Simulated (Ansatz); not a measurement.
## Energy against volume for Bi2Pt (space group Pa-3)

Bi2Pt (space group Pa-3)

Space group Pa-3 (No. 205); a = b = c = 6.7215 Å, α = β = γ = 90.00°

| atom | site | symmetry | x | y | z |
|---|---|---|---|---|---|
| Bi | 8c | .3. | 0.3701 | 0.3701 | 0.3701 |
| Pt | 4a | .-3. | 0.0000 | 0.0000 | 0.0000 |

This relaxed cell (volume V₀) is scaled evenly in all directions, its shape held. The atoms relax within the cell's symmetry.

All values below come from PBEsol (plane waves to 420 eV, PAW, scalar-relativistic; Ansatz, an electronic-structure program). k mesh 6×6×6 (Γ-centred), Fermi-Dirac smearing 0.05 eV. E stands for the smeared free energy. Compression counts positive. Bi2Pt is run without spin polarisation. Bi2Pt was relaxed with its symmetry unable to fall. Spin-orbit coupling is left out, though Bi and Pt are heavy. ΔE is measured from the relaxed starting cell.

| V/V₀ | ΔE (meV/atom) | P (GPa) |
|---|---|---|
| 0.840 | 274 | 25.8 |
| 0.867 | 178 | 19.6 |
| 0.893 | 107 | 14.3 |
| 0.920 | 57 | 9.8 |
| 0.947 | 24 | 6.0 |
| 0.973 | 6 | 2.8 |
| 1.000 | 0 | 0.0 |
| 1.027 | 5 | -2.3 |
| 1.053 | 19 | -4.3 |
| 1.080 | 41 | -6.0 |
| 1.107 | 70 | -7.4 |
| 1.133 | 104 | -8.7 |
| 1.160 | 142 | -9.7 |

Key numbers:

The pressure at the smallest volume is 25.8 GPa and the energy cost of the largest compression comes out as 274 meV/atom. The energy cost of the largest expansion is 142 meV/atom and the bulk modulus B₀ (third-order Birch-Murnaghan fit) comes out as 95.0 GPa. The pressure derivative B₀′ (fit) is 5.1. The equilibrium volume of the fit is 25.31 Å³/atom and the pressure for 5 % compression (fit) is 5.6 GPa.

(Under strain, the slope of the energy per volume gives the stress and its curvature an elastic modulus.)
